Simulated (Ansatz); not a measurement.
Relax this structure to zero stress and force, keeping its symmetry:

```yaml
crystal:
  lattice:
    - [4.41421, 0.00000, 0.00000]
    - [-2.20710, 3.82282, 0.00000]
    - [0.00000, 0.00000, 5.66981]
  atoms:
    - { symbol: Sn, position: [0.33333, 0.66667, 0.25000] }
    - { symbol: Sn, position: [0.66667, 0.33333, 0.75000] }
    - { symbol: Au, position: [0.00000, 0.00000, 0.00000] }
    - { symbol: Au, position: [0.00000, 0.00000, 0.50000] }
```

Computed with DFT LDA, scalar-relativistic, plane waves, PAW (Ansatz 0.2.0).

Settings: cutoff 420 eV, Γ-centred mesh 12×12×8 on the computed 4-atom cell, Gaussian smearing of 0.10 eV; no spin polarisation.

What does it relax to?

The volume drops by 1.94 Å³/atom to 21.98 Å³/atom, and the energy falls by 44.3 meV/atom. Final structure:
```cif
data_structure
_symmetry_space_group_name_H-M 'P6_3/mmc'
_symmetry_Int_Tables_number 194
_cell_length_a 4.2930
_cell_length_b 4.2930
_cell_length_c 5.5086
_cell_angle_alpha 90.000
_cell_angle_beta 90.000
_cell_angle_gamma 120.000
_cell_volume 87.92
loop_
_atom_site_label
_atom_site_type_symbol
_atom_site_symmetry_multiplicity
_atom_site_Wyckoff_symbol
_atom_site_fract_x
_atom_site_fract_y
_atom_site_fract_z
_atom_site_occupancy
Sn1 Sn 2 c 0.33333 0.66667 0.25000 1
Au1 Au 2 a 0.00000 0.00000 0.00000 1
```

Spin–orbit coupling is left out, which can shift energies with elements as heavy as these.

Cost: 1 run of about 1.4 core-minutes, on AMD EPYC 7R43 (Zen 3) (shared hosts).